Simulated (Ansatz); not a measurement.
An Ansatz input:

```yaml
crystal:
  lattice:
    - [6.7883303264, 0.0, 0.0]
    - [-3.3941651632, 5.878866512, 0.0]
    - [0.0, 0.0, 4.0505973072]
  atoms:
    - { symbol: Ba, position: [0.0, 1.0, 1.0] }
    - { symbol: Ba, position: [0.3333333333, 0.6666666667, 0.5] }
    - { symbol: Ba, position: [0.6666666667, 0.3333333333, 0.5] }
hamiltonian:
  xc: lda
  pseudopotentials:
    kind: paw
    azcp:
      Ba: "pseudopotentials/Ba.paw.azcp"
basis:
  ecutwfc: 420
  fft_grid_basis: typed
kpoints:
  mp_grid: { grid: [7, 7, 10], shift: [0, 0, 0] }
magnetization:
  spin_polarized: false
scf:
  occupations: { method: fermi_dirac, width: 0.1 }
```

Terminal output

```
Warning: the record states the generating functional pbe (its physics header spells it `PBE`), which answers neither for hamiltonian.xc's functional nor for the lda family's — results may be inconsistent (PPs are generated against a specific XC)
Engine: ansatz 0.2.0, aarch64-unknown-linux-gnu
Pseudopotentials: kind: paw
Pseudopotential: Ba, paw, valence charge 10, recommended cutoff 420 eV (normal) 
Functional definition: SPW92
  exchange = slater_x
  correlation = pw_c
Crystal: 3 atoms, lattice volume = 161.650 Å³
Basis set: ecut = 420 eV, 3157 PW (Γ)
Bands: 19, of which v1, the nominal top of the filled ones, is band 15 counted from 1 (14 counted from 0)
Symmetry: 24 space group operations
Space group: P6/mmm (ITA 191), of the structure as read, at distance tolerance 5.4e-5 Å
k-points: 48 of 490
Non-local potential: Ba, projectors of the file, l = 0: 3, l = 1: 2, l = 2: 2, l = 3: 2
PAW form: soft (Blöchl's): semilocal exchange-correlation on the pseudo side does not see the compensation charge
PAW frozen core: Ba, regenerated for the run's functional, and the local potential with it (the file was generated under x = pbe(κ = 0.804, μ = 0.2195149727645171), c = pbe(β = 0.06672455060314922))
PAW one-centre angular grid: Ba, 194 points (default); XC on 64 Gauss nodes
Initial density: superposition of atomic densities (neutral atoms: chi_scale 0, normalization atom), corrected by the library's trained network
Initial wavefunctions: pseudopotential atomic-orbital guess
Functional: x = slater, c = lda
SCF iter   1: F=—  HF=-17338.686301 eV  |F-HF|=—  |Δ(HF+E_count)|=         —  Δρ=3.48e-3  dr2=2.78e-2  ethr=1.77e-3  ⟨swp⟩=7.5  Hψ=11311  notcnv=0
automatic band count: the SCF goes on with 23 bands, as 19 were too few: the levels above may hold too much charge
SCF iter   2: F=—  HF=-17338.681936 eV  |F-HF|=—  |Δ(HF+E_count)|=   4.37e-3  Δρ=1.89e-3  dr2=9.10e-3  ethr=9.25e-5  ⟨swp⟩=1.5  Hψ=1595  notcnv=0
SCF iter   3: F=—  HF=-17338.680377 eV  |F-HF|=—  |Δ(HF+E_count)|=   1.56e-3  Δρ=2.54e-4  dr2=1.70e-4  ethr=3.03e-5  ⟨swp⟩=1.9  Hψ=1211  notcnv=0
SCF iter   4: F=—  HF=-17338.680379 eV  |F-HF|=—  |Δ(HF+E_count)|=   2.26e-6  Δρ=7.78e-5  dr2=1.58e-5  ethr=5.67e-7  ⟨swp⟩=2.0  Hψ=1304  notcnv=0
SCF iter   5: F=—  HF=-17338.680378 eV  |F-HF|=—  |Δ(HF+E_count)|=   1.10e-6  Δρ=1.42e-5  dr2=5.36e-7  ethr=5.28e-8  ⟨swp⟩=2.7  Hψ=1837  notcnv=0
SCF iter   6: F=-17338.680378 eV  HF=-17338.680378 eV  |F-HF|=8.03e-9  |Δ(HF+E_count)|=   4.78e-8  Δρ=3.10e-6  dr2=3.14e-8  ethr=3.33e-10  ⟨swp⟩=3.0  Hψ=2746  notcnv=0
SCF 1 converged in 6 iterations: F = -17338.680378 eV  dr2 = 3.14e-8
SCF converged after 6 iterations
Free energy (F): -17338.680378 eV
Harris-Foulkes:  -17338.680378 eV  (|F-HF|=8.03e-9)
Internal energy: -17338.502382 eV  (E = F + TS)
E sigma→0 (E₀):  -17338.591380 eV
Entropy (-TS):   -0.177995 eV (-59.332 meV/atom)
Fermi energy:    6.858356 eV
--- Per-component energies (eV) ---
  E_band       = -218.084885
  E_kinetic    = 503.286594
  E_local      = -1025.121498  (includes V_loc(G=0)·N_el)
  E_nonlocal   = 181.347045
  E_hartree    = 320.854262
  E_xc         = -497.152348
  E_vxc        = -403.135967  (∫ρ·V_xc dr)
  E_paw        = -15173.392087  (= ΣΔE_a)
  E_vpaw       = -116.168351  (= ΣTr[D̂ρ^β])
  E_aug_tail   = -0.000007  (compensation charges beyond the density's cutoff)
  E_ewald      = -1649.171891
  E_core_change = 0.847547  (= ΣΔE_core)
  E_smearing   = -0.177995  (= −TS)
  E_closure    = 0.000000  (closes the sum)
  Σ components = -17338.680378   (vs F -17338.680378, Δ=0.00e0)
```
